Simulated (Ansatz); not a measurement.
Data:

LaGa3Pd2:
```cif
data_Ga3LaPd2
_chemical_formula_sum 'La1 Ga3 Pd2'
_space_group_name_H-M_alt 'P 1'
_space_group_IT_number 1
_cell_length_a 5.43102
_cell_length_b 5.43102
_cell_length_c 4.30555
_cell_angle_alpha 90.000
_cell_angle_beta 90.000
_cell_angle_gamma 120.000
loop_
_space_group_symop_operation_xyz
  'x, y, z'
loop_
_atom_site_label
_atom_site_type_symbol
_atom_site_fract_x
_atom_site_fract_y
_atom_site_fract_z
_atom_site_occupancy
La1 La 0.00000 0.00000 0.00000 1
Ga1 Ga 0.50000 0.00000 0.50000 1
Ga2 Ga 0.50000 0.50000 0.50000 1
Ga3 Ga 0.00000 0.50000 0.50000 1
Pd1 Pd 0.66667 0.33333 0.00000 1
Pd2 Pd 0.33333 0.66667 0.00000 1
```

This is the r²SCAN-relaxed structure.

Q: All from plane-wave PAW r²SCAN (Ansatz code), unless another level is named. Estimate the density of states at the Fermi level.

A: 0.38 states/eV per atom (mean over ±0.08 eV).

Q: Next, the formation energy from the elements (no fitted shifts)?

A: -0.80 eV/atom.

Space group P6/mmm. The first step of the workflow began from a Materials Project structure, measured or hypothetical; the Crystallography Open Database files this formula in space group No. 191, but the cells were not matched. Whether it is the stable phase at ambient conditions was not checked. Symmetry was held in the r²SCAN relaxation; its stability against distortions is not shown here. The run is not spin-polarised. The references are the lowest solids computed at this level, not always the standard phases. Spin–orbit coupling is left out wherever it is not named.

Potentials: the later of the program's two PAW sets.
